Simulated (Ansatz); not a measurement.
# One run on TiNi (P4/mmm): total moment held at 0.8 μB

Theory: Ansatz, DFT, LDA, all-electron PAW with datasets made for the crystal, scalar-relativistic.

Command: `ansatz run input.yaml --threads 1 --pin off --max-ram 3072MiB --backend cpu --events-out ev --progress --plain --runs-dir out`

```yaml
crystal:
  lattice:
    - [2.735803, 0.0, 0.0]
    - [0.0, 2.735803, 0.0]
    - [0.0, 0.0, 3.58141]
  atoms:
    - { symbol: Ti, position: [0.5, 0.5, 0.5], spin: 0.4 }
    - { symbol: Ni, position: [0.0, 0.0, 0.0], spin: 0.4 }
magnetization:
  spin_polarized: true
  initial_magnetization: 0.8
  spin_locking: { lock_magnetization: hard }
kpoints:
  mp_grid: { grid: [12, 12, 9] }
scf:
  occupations: { method: fermi_dirac, width: 0.08 }
  lower_state_search: "off"
hamiltonian:
  xc: lda
  pseudopotentials: { kind: all_electron, datasets: crystal }
output:
  forces: true
  stress: true
  eigenvalues: false
```

The program prints:

```
settings of this run that can trade accuracy for cost: output.eigenvalues: false. Do not mix this run's numbers with those of runs without the same settings; the input reference describes each key
hamiltonian.pseudopotentials.datasets: crystal makes datasets for this crystal and solves the spheres of its atoms anew in each pass: cutoff 280.0 eV, the density's 1120.0 eV; for an error of 0.50 meV an atom under PBE, 1.0 meV for the cell; an energy difference from a run of another recipe may be off by several times the error for the cell, under r2SCAN by more, where some 0.1 meV an atom stays a …
band count auto-derived: 21 (N_el = 30.0; filled up to band 16; 20 by the electrons, moments and atoms)
Engine: ansatz 0.2.0
Pseudopotentials: kind: all_electron
Pseudopotential: Ti, paw, valence charge 12, recommended cutoff 280 eV (normal), crystal/all_electron/lda/scalar/gaussian/Ti, Koelling and Harmon's equation, gaussian nucleus
Pseudopotential: Ni, paw, valence charge 18, recommended cutoff 280 eV (normal), crystal/all_electron/lda/scalar/gaussian/Ni, Koelling and Harmon's equation, gaussian nucleus
Functional definition: SPW92
  exchange = slater_x
  correlation = pw_c
Crystal: 2 atoms, lattice volume = 26.805 Å³
Basis set: ecut = 280 eV, 285 PW (Γ)
Bands: 21, of which v1, the nominal top of the filled ones, is band 15 counted from 1 (14 counted from 0)
Symmetry: 16 space group operations
Space group: P4/mmm (ITA 123), of the structure as read, at distance tolerance 3.0e-5 Å
Magnetic group: BNS 123.339 (UNI 999), of the structure as read, at distance tolerance 3.0e-5 Å
k-points: 140 of 1296
Non-local potential: Ti, projectors of the file, l = 0: 2, l = 1: 2, l = 2: 2
Non-local potential: Ni, projectors of the file, l = 0: 3, l = 1: 3, l = 2: 2
PAW form: soft (Blöchl's): semilocal exchange-correlation on the pseudo side does not see the compensation charge
PAW one-centre angular grid: Ti, 590 points (default); XC on its mesh's 1935 points in the sphere
PAW one-centre angular grid: Ni, 590 points (default); XC on its mesh's 1921 points in the sphere
Initial density: superposition of atomic densities (chi_scale 0.1, normalization cell)
Starting moments: Σ|m| = 0.8 μB on 2 of 2 sites
Initial wavefunctions: pseudopotential atomic-orbital guess
Functional: x = slater, c = lda
iter 1 solved again at ethr=1.00e-1 eV; its pass at ethr=1.00e-1 eV (dr2=5.41e1 eV) is discarded
SCF iter   1: F=—  HF=-64505.490193 eV  |F-HF|=—  |Δ(HF+E_count)|=         —  Δρ=2.17e-1 (↑1.91e-1 ↓2.17e-1)  dr2=5.48e1  dr2_m=5.54e-2  M=0.800 μB ∫|m|=0.800 μB  β_m=0.30  ethr=1.00e-1  ⟨swp⟩=2.0  Hψ=28852  notcnv=0
preconditioner: auto → none  [metal: Δε(μ)=0.002 eV  Ē_g=5.425 eV  σ=0.080 eV  W_gap=0.01  n_scr=6 (ndim 8)  ℏωp=26.8 eV  f_vac=0.000  D(μ)=3.02/eV (n_scr^D=36)  sad-step TF]
SCF iter   2: F=—  HF=-64511.158789 eV  |F-HF|=—  |Δ(HF+E_count)|=    5.67e0  Δρ=1.64e-1 (↑1.22e-1 ↓1.64e-1)  dr2=2.83e1  dr2_m=1.62e-1  M=0.800 μB ∫|m|=0.800 μB  β_m=0.23  ethr=1.00e-1  ⟨swp⟩=3.0  Hψ=13867  notcnv=0
SCF iter   3: F=—  HF=-64502.152222 eV  |F-HF|=—  |Δ(HF+E_count)|=    9.01e0  Δρ=6.35e-2 (↑4.65e-2 ↓6.35e-2)  dr2=4.82e0  dr2_m=4.09e-2  M=0.800 μB ∫|m|=0.800 μB  β_m=0.37  ethr=9.44e-2  ⟨swp⟩=2.2  Hψ=11820  notcnv=0
SCF iter   4: F=—  HF=-64502.241865 eV  |F-HF|=—  |Δ(HF+E_count)|=   8.96e-2  Δρ=1.06e-1 (↑9.79e-2 ↓1.06e-1)  dr2=1.59e1  dr2_m=5.88e-3  M=0.800 μB ∫|m|=0.800 μB  β_m=0.29  ethr=1.61e-2  ⟨swp⟩=3.3  Hψ=14270  notcnv=0  defer=8  recentre
iter 5 solved again at ethr=6.82e-4 eV; its pass at ethr=1.61e-2 eV (dr2=2.05e-1 eV) is discarded
SCF iter   5: F=—  HF=-64501.353146 eV  |F-HF|=—  |Δ(HF+E_count)|=   8.89e-1  Δρ=1.52e-2 (↑9.07e-3 ↓1.52e-2)  dr2=2.10e-1  dr2_m=6.36e-3  M=0.800 μB ∫|m|=0.800 μB  β_m=0.33  ethr=6.82e-4  ⟨swp⟩=2.7  Hψ=23967  notcnv=0  defer=5
SCF iter   6: F=—  HF=-64501.328398 eV  |F-HF|=—  |Δ(HF+E_count)|=   2.47e-2  Δρ=1.06e-2 (↑4.21e-3 ↓1.06e-2)  dr2=6.80e-2  dr2_m=2.98e-3  M=0.800 μB ∫|m|=0.800 μB  β_m=0.42  ethr=6.82e-4  ⟨swp⟩=2.9  Hψ=12270  notcnv=0  defer=1
SCF iter   7: F=—  HF=-64501.333096 eV  |F-HF|=—  |Δ(HF+E_count)|=   4.70e-3  Δρ=7.76e-3 (↑3.36e-3 ↓7.76e-3)  dr2=4.37e-2  dr2_m=1.24e-3  M=0.800 μB ∫|m|=0.800 μB  β_m=0.58  ethr=2.27e-4  ⟨swp⟩=2.0  Hψ=12997  notcnv=0  defer=2
SCF iter   8: F=—  HF=-64501.330592 eV  |F-HF|=—  |Δ(HF+E_count)|=   2.50e-3  Δρ=7.17e-4 (↑7.17e-4 ↓5.66e-4)  dr2=1.27e-4  dr2_m=6.69e-5  M=0.800 μB ∫|m|=0.800 μB  β_m=0.75  ethr=1.46e-4  ⟨swp⟩=2.0  Hψ=10615  notcnv=0
SCF iter   9: F=—  HF=-64501.332617 eV  |F-HF|=—  |Δ(HF+E_count)|=   2.03e-3  Δρ=1.45e-3 (↑1.45e-3 ↓1.40e-3)  dr2=3.02e-3  dr2_m=7.87e-7  M=0.800 μB ∫|m|=0.800 μB  β_m=0.75  ethr=4.24e-7  ⟨swp⟩=3.4  Hψ=16359  notcnv=0
SCF iter  10: F=—  HF=-64501.333193 eV  |F-HF|=—  |Δ(HF+E_count)|=   5.75e-4  Δρ=2.84e-3 (↑2.30e-3 ↓2.84e-3)  dr2=9.75e-3  dr2_m=1.89e-5  M=0.800 μB ∫|m|=0.800 μB  β_m=0.72  ethr=4.24e-7  ⟨swp⟩=3.1  Hψ=12793  notcnv=0  recentre
SCF iter  11: F=—  HF=-64501.332405 eV  |F-HF|=—  |Δ(HF+E_count)|=   7.87e-4  Δρ=2.39e-4 (↑1.37e-4 ↓2.39e-4)  dr2=2.62e-5  dr2_m=1.55e-6  M=0.800 μB ∫|m|=0.800 μB  β_m=0.69  ethr=4.24e-7  ⟨swp⟩=3.7  Hψ=13760  notcnv=0
SCF iter  12: F=—  HF=-64501.332405 eV  |F-HF|=—  |Δ(HF+E_count)|=   6.18e-7  Δρ=3.66e-5 (↑3.66e-5 ↓2.93e-5)  dr2=4.99e-7  dr2_m=1.60e-7  M=0.800 μB ∫|m|=0.800 μB  β_m=0.69  ethr=8.73e-8  ⟨swp⟩=3.0  Hψ=12151  notcnv=0
SCF iter  13: F=—  HF=-64501.332405 eV  |F-HF|=—  |Δ(HF+E_count)|=   5.58e-7  Δρ=4.36e-5 (↑4.36e-5 ↓4.00e-5)  dr2=2.41e-6  dr2_m=2.85e-8  M=0.800 μB ∫|m|=0.800 μB  β_m=0.85  ethr=1.66e-9  ⟨swp⟩=3.1  Hψ=12216  notcnv=0
SCF iter  14: F=—  HF=-64501.332405 eV  |F-HF|=—  |Δ(HF+E_count)|=   8.28e-8  Δρ=2.02e-5 (↑2.02e-5 ↓1.67e-5)  dr2=3.96e-7  dr2_m=3.94e-9  M=0.800 μB ∫|m|=0.800 μB  β_m=0.92  ethr=1.66e-9  ⟨swp⟩=2.1  Hψ=10363  notcnv=0
SCF iter  15: F=-64501.332405 eV  HF=-64501.332405 eV  |F-HF|=8.80e-9  |Δ(HF+E_count)|=   2.90e-8  Δρ=2.39e-6 (↑2.39e-6 ↓2.27e-6)  dr2=4.21e-9  dr2_m=2.41e-10  M=0.800 μB ∫|m|=0.800 μB  ethr=1.32e-9  ⟨swp⟩=2.1  Hψ=10350  notcnv=0
SCF 1 converged in 15 iterations: F = -64501.332408 eV  dr2 = 4.21e-9
  Residual-converged pass: ⟨swp⟩=3.2  Hψ=13901  notcnv=0  max |occ|·‖R‖ = 5.2e-6 eV (tolerance 5.3e-6 eV)  dr2=4.14e-9  dr2_m=2.58e-10  dr2_onsite=1.47e-8  max |Δocc| = 1.0e-9
  greatest PAW one-centre occupation: 1.004 electrons in one spin orbital (limit 2), on the Ni atom at site 1 (counted from 0), in its partial waves of l = 0
SCF converged after 15 iterations
Stability checked in part: among states of this total moment the steps that led to this state did not find it unstable. No probe was made; neither looks for a lower state of another moment (fixed_total_moment; see scf.lower_state_search)
Magnetization: 0.8000 μB (15.4000 up, 14.6000 down)
Absolute magnetization: 0.8000 μB (∫|ρ↑−ρ↓|)
Spin contamination: -0.0043 ħ² per cell (⟨S²⟩ above its minimum at these occupations)
Per-site moments (μB) at R_I (Å): [(0.4372685891807943, 1.0873842251019563), (0.22958771503063344, 1.0873842251019563)]
Free energy (F): -64501.332408 eV
Harris-Foulkes:  -64501.332408 eV  (|F-HF|=8.80e-9)
Internal energy: -64501.280251 eV  (E = F + TS)
E sigma→0 (E₀):  -64501.306329 eV
Entropy (-TS):   -0.052157 eV (-26.078 meV/atom)
Past the cutoff: the bands carry plane waves up to 1.75 times it, of which those up to 1.5 times it add -0.000545 eV an atom, each by itself; the spheres take 0.000272 eV an atom off the energy for waves past 1.75 times it
By the cutoff:   a pressure is off by up to 0.008 GPa (1.2 times the spheres' own share and the shells' term, over an atom's volume, and 0.004 GPa: a bound that held against runs at twice the plane waves)
Past the cutoffs: a stress includes -0.0006 GPa for waves and charges beyond them, in addition to the slope of what the spheres take
In the spheres:  the bands' charges fall short by 2.7e-7 e at most (sound up to 1e-3)
Fermi energy:    16.134089 (↑ 16.269826, ↓ 15.998353) eV
--- Per-component energies (eV) ---
  E_band       = -442.851467
  E_kinetic    = 220.720057
  E_local      = -2374.105632  (includes V_loc(G=0)·N_el)
  E_nonlocal   = -1276.262979
  E_hartree    = 1290.293819
  E_xc         = -83.751151
  E_vxc        = -109.341346  (∫ρ·V_xc dr)
  E_paw        = -66409.838886  (= ΣΔE_a)
  E_vpaw       = -7637.277747  (= ΣTr[D̂ρ^β])
  E_ewald      = -4021.161872
  E_smearing   = -0.052157  (= −TS)
  E_closure    = 8152.826392  (closes the sum)
  Σ components = -64501.332408   (vs F -64501.332408, Δ=7.28e-12)
  The terms above E_closure are by the made datasets' own strengths, without shells solved beside the bands.
--- Forces (eV/Å), atoms counted from 1 ---
  atom   1  Ti     0.00000000    -0.00000000    -0.00000000
  atom   2  Ni    -0.00000000     0.00000000     0.00000000
  max |Σ_I F_I| component: 6.16e-30 eV/Å
--- Stress (GPa, compression-positive) ---
       -9.694893      -0.000000       0.000000
       -0.000000      -9.694893      -0.000000
        0.000000      -0.000000     -13.476597
  P = ⅓ Tr σ = -10.9555 GPa (-109.555 kbar)
settings of this run that can trade accuracy for cost: output.eigenvalues: false. Do not mix this run's numbers with those of runs without the same settings; the input reference describes each key
```

Site moments (μB): Ti1 0.44, Ni2 0.23. Cell moment 0.80 μB.

The magnetic group in the log treats spin as a scalar label, without spin–orbit coupling.

The Ansatz runs typed with the search for lower states off end where their start leads. These are results for the start and cell typed. The real compound can order otherwise, in a larger cell, or not at all, since semilocal functionals at zero temperature often overstate magnetism.

It took 40 s on 1 thread of Arm Neoverse V1 (shared host), peak memory 0.73 GiB.
